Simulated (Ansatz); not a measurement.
InGaN2:
```xyz
4
Lattice="3.3593 0.0000 0.0000 -1.6797 2.9092 0.0000 0.0000 0.0000 5.5046" Properties=species:S:1:pos:R:3 pbc="T T T"
In     0.0000     0.0000     5.4916
Ga     1.6797     0.9697     2.7275
N      1.6797     0.9697     0.8047
N      0.0000     0.0000     3.3154
```

Tensor components refer to the Cartesian frame of this cell.

Task: Give the proper piezoelectric stress tensor with relaxed ions from plane-wave PAW r²SCAN (Ansatz code).

Result: In C/m², rows x, y, z, Voigt columns; mesh uncertainty up to 0.00.
```
 0.00   0.00   0.00   0.00   0.41   0.56
 0.56  -0.56   0.00   0.41   0.00   0.00
 0.42   0.42  -0.79   0.00   0.00   0.00
```

The elastic tensor of the same run (GPa):

```
 260   110  96.0   0.4   0.0   0.0
 110   260  96.0  -0.4   0.0   0.0
96.0  96.0   321   0.0   0.0   0.0
 0.4  -0.4   0.0  62.9   0.0   0.0
 0.0   0.0   0.0   0.0  62.9   0.4
 0.0   0.0   0.0   0.0   0.4  75.0
```

Task: Convert to strain constants d = e·S.

Result: In pC/N:
```
 0.0   0.0   0.0   0.0   6.5   7.5
 3.7  -3.7   0.0   6.5   0.0   0.0
 2.1   2.1  -3.7   0.0   0.0   0.0
```

Space group P3m1. The first step of the workflow began from a Materials Project structure, measured or hypothetical; the Crystallography Open Database copy checked does not list it. Its standing as an ambient phase is unchecked. The cell was relaxed with r²SCAN under the symmetry of its start; of distortions, only those at the zone centre were tested.

Potentials: the later of the program's two PAW sets.
